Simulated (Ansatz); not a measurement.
ZrTa:
```cif
data_TaZr
_chemical_formula_sum 'Ta1 Zr1'
_space_group_name_H-M_alt 'P 1'
_space_group_IT_number 1
_cell_length_a 2.91769
_cell_length_b 2.91769
_cell_length_c 4.82706
_cell_angle_alpha 90.000
_cell_angle_beta 90.000
_cell_angle_gamma 90.000
loop_
_space_group_symop_operation_xyz
  'x, y, z'
loop_
_atom_site_label
_atom_site_type_symbol
_atom_site_fract_x
_atom_site_fract_y
_atom_site_fract_z
_atom_site_occupancy
Ta1 Ta 0.00000 0.00000 0.00000 1
Zr1 Zr 0.50000 0.50000 0.50000 1
```

Relaxed with PBE.

Which orbitals make up the states near the Fermi level in PBE in the plane-wave PAW code Ansatz?

Within 0.5 eV of the Fermi level: Zr 4d 44 %, Ta 5d 43 %, outside the projected shells 5 %. Projections are on Löwdin-orthogonalised atomic valence shells; empty p or d shells of many metals are not among them.

Tabulate the density of states.

States/eV per cell of 2 atoms, in 0.25 eV bins, energy from the Fermi level.

```tsv
E (eV)	total	Ta 5d	Zr 4d	Ta 6s
-6.90	0.00	0.00	0.00	0.00
-6.65	0.05	0.00	0.00	0.02
-6.40	0.10	0.00	0.00	0.05
-6.15	0.13	0.00	0.00	0.07
-5.90	0.17	0.00	0.00	0.09
-5.65	0.21	0.01	0.01	0.11
-5.40	0.26	0.01	0.01	0.15
-5.15	0.30	0.02	0.01	0.17
-4.90	0.33	0.02	0.02	0.19
-4.65	0.36	0.03	0.03	0.20
-4.40	0.42	0.04	0.05	0.21
-4.15	0.55	0.07	0.11	0.25
-3.90	0.74	0.14	0.21	0.27
-3.65	0.76	0.14	0.22	0.24
-3.40	1.17	0.32	0.39	0.23
-3.15	1.69	0.60	0.56	0.23
-2.90	1.96	0.78	0.65	0.20
-2.65	1.88	0.84	0.64	0.12
-2.40	2.16	1.11	0.75	0.06
-2.15	2.22	1.18	0.80	0.03
-1.90	2.28	1.21	0.87	0.02
-1.65	2.17	1.17	0.87	0.02
-1.40	2.08	1.14	0.82	0.02
-1.15	2.75	1.43	1.16	0.02
-0.90	2.11	1.09	0.86	0.03
-0.65	2.91	1.65	0.98	0.08
-0.40	2.72	1.40	0.97	0.11
-0.15	3.19	1.24	1.53	0.09
0.10	3.02	1.25	1.38	0.09
0.35	2.56	1.09	1.11	0.09
0.60	2.34	0.83	1.17	0.06
0.85	1.76	0.58	0.89	0.05
1.10	1.14	0.42	0.50	0.05
1.35	1.19	0.53	0.46	0.05
1.60	1.81	0.94	0.70	0.04
1.85	2.45	1.35	0.94	0.04
2.10	2.66	1.50	1.02	0.03
2.35	2.73	1.54	1.05	0.04
2.60	2.20	1.19	0.87	0.03
2.85	1.98	0.95	0.90	0.02
3.10	1.62	0.53	0.95	0.02
3.35	1.80	0.69	0.97	0.02
3.60	1.68	0.72	0.83	0.02
3.85	1.65	0.68	0.85	0.02
4.10	1.62	0.67	0.84	0.03
4.35	1.85	0.74	0.99	0.03
4.60	2.06	0.82	1.11	0.04
4.85	2.45	0.99	1.29	0.05
```

Space group P4/mmm (L1₀ or tetragonal B2). The start of the workflow was typed in or built on a structure type; neither database checked (COD, Materials Project) lists it. Its standing as an ambient phase is unchecked. The cell was relaxed with PBE under the symmetry of its start; whether a distortion lowers the energy is not shown. No spin polarisation was allowed. Its formation energy is positive at this level, so the cell may be metastable or incomplete. Spin–orbit coupling is left out wherever it is not named.

Potentials: the later of the program's two PAW sets.
